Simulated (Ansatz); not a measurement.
TaF$_{3}$ (ReO3 type, Pm-3m) at seven volumes, DFT-r²SCAN in the program Ansatz with PAW potentials, scaled uniformly. One row is withheld.

```tsv
V (Å³/atom)	P (GPa)
15.566	13.29
16.079	8.16
16.592	3.77
17.105	0.01
17.618	?
18.131	-5.89
18.644	-8.18
```

Task: Fit the shown pressures and predict the withheld one.

Result: P = (3/2)B₀(x^(7/2) − x^(5/2))[1 + (3/4)(B′ − 4)(x − 1)] with x = (V₀/V)^(2/3). Least squares on the six rows gives V₀ = 17.109 Å³/atom, B₀ = 115 GPa, B′ = 4.32. At V = 17.618, x = 0.9806 and P = -3.16 GPa. The run itself gave -3.18 GPa.

The workflow started from an entry of the Crystallography Open Database (COD). Its standing as an ambient phase is unchecked. The cell was relaxed with r²SCAN under the symmetry of its start; whether a distortion lowers the energy is not shown. No spin polarisation was allowed. The volume moved by 15 % from the start of the relaxation. Spin–orbit coupling is left out wherever it is not named.

Potentials: the later of the program's two PAW sets.
